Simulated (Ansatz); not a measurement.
Input:

Starting cell, SiO$_{2}$ (rutile):

```
CELL_PARAMETERS angstrom
      8.47176     0.00000     0.00000
      0.00000     4.23588     0.00000
      0.00000     0.00000     2.68991
ATOMIC_POSITIONS crystal
  Si 0.25000 0.50000 0.50000
  Si 0.75000 0.50000 0.50000
  Si 0.00000 0.00000 0.00000
  Si 0.50000 0.00000 0.00000
  O  0.40349 0.80699 0.50000
  O  0.90349 0.80699 0.50000
  O  0.15349 0.69301 0.00000
  O  0.65349 0.69301 0.00000
  O  0.34651 0.30699 0.00000
  O  0.84651 0.30699 0.00000
  O  0.09651 0.19301 0.50000
  O  0.59651 0.19301 0.50000
```

The atoms are displaced by Q × the pattern below (from a DFPT mode at X = (0.5, 0.0, 0.0), largest move 1; Q in Å), at fixed cell. It is one choice among 2 degenerate patterns. (q is in reciprocal vectors of the primitive cell; the cell shown is doubled to hold the pattern.)

```csv
atom,x,y,z
Si1,0.000,0.000,-0.288
Si2,0.000,0.000,0.288
Si3,0.000,0.000,-0.403
Si4,0.000,0.000,0.403
O5,0.000,0.000,0.595
O6,0.000,0.000,-0.595
O7,0.000,0.000,1.000
O8,0.000,0.000,-1.000
O9,0.000,0.000,-0.887
O10,0.000,0.000,0.887
O11,0.000,0.000,0.753
O12,0.000,0.000,-0.753
```

These are PBE (plane waves to 420 eV, PAW, scalar-relativistic; Ansatz, a quantum-chemistry and plane-wave program) values and carry that method's errors. k mesh 4×8×12 (Γ-centred), Fermi-Dirac smearing 0.05 eV. E stands for the smeared free energy. SiO2 was relaxed with its symmetry unable to fall. The PAW data are Ansatz's earlier set. ΔE is measured from the undisplaced structure.

The scan covers Q from -0.180 to 0.180 Å in 13 points.

Q: Which space group does the distorted structure have?

A: Pc (No. 7), lowered from P4_2/mnm.

Q: What is the energy change at Q = 0.180 Å?

A: 1931 meV/cell.

Q: What harmonic wavenumber does the curvature at Q = 0 give?

A: 567 cm⁻¹.

(For displaced atoms, the force is minus the slope of the energy, and its curvature is a force constant, which sets phonon frequencies.)
